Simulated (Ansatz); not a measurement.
A geometry of GaNi away from equilibrium: step 9 of the relaxation of a generated cell, GaNi placed in the AFLOW prototype AB_hP8_186_ab_ab (B5, as in SiC). These are PBE (plane waves to 420 eV, PAW, scalar-relativistic; Ansatz, a first-principles code) values and carry that method's errors. Γ-centred k-mesh 12×12×3 on the run's cell (coarser than for final values), Fermi–Dirac smearing 0.05 eV.

```xyz
8
Lattice="3.6761 0.0000 0.0000 -1.8381 3.1836 0.0000 0.0000 0.0000 12.1216" Properties=species:S:1:pos:R:3:forces:R:3 pbc="T T T" free_energy=-38487.455 pressure_GPa=7.7
Ga     0.0000     0.0000     0.0010    0.0000    0.0000    0.0060
Ga     0.0000     0.0000     6.0618    0.0000    0.0000    0.0060
Ga     1.8381     1.0612     9.0787    0.0000    0.0000    0.0036
Ga     0.0000     2.1224     3.0180    0.0000    0.0000    0.0036
Ni     0.0000     0.0000     9.8670    0.0000    0.0000   -0.0078
Ni     0.0000     0.0000     3.8062    0.0000    0.0000   -0.0078
Ni     1.8381     1.0612     6.8193    0.0000    0.0000   -0.0018
Ni     0.0000     2.1224     0.7585    0.0000    0.0000   -0.0018
```

Positions in Å, forces in eV/Å, free energy of the cell in eV (comparable only within this code, potentials and settings). Largest force: 0.01 eV/Å, on Ni5, Ni6 (atoms numbered as listed); the geometry lies 0.44 eV/atom above the end of its relaxation.

Spin-polarised start, with parallel moments on Ni.

No spin polarisation in the result: the starting moments vanished. A magnetic state may lie lower.

The run could not lose the symmetry of its start, so the end can be a saddle point.

The end of the path is a generated cell of GaNi: the first start was made by placing the elements on the sites of a structure type, and the end was not matched to a known phase here, so it may be hypothetical.
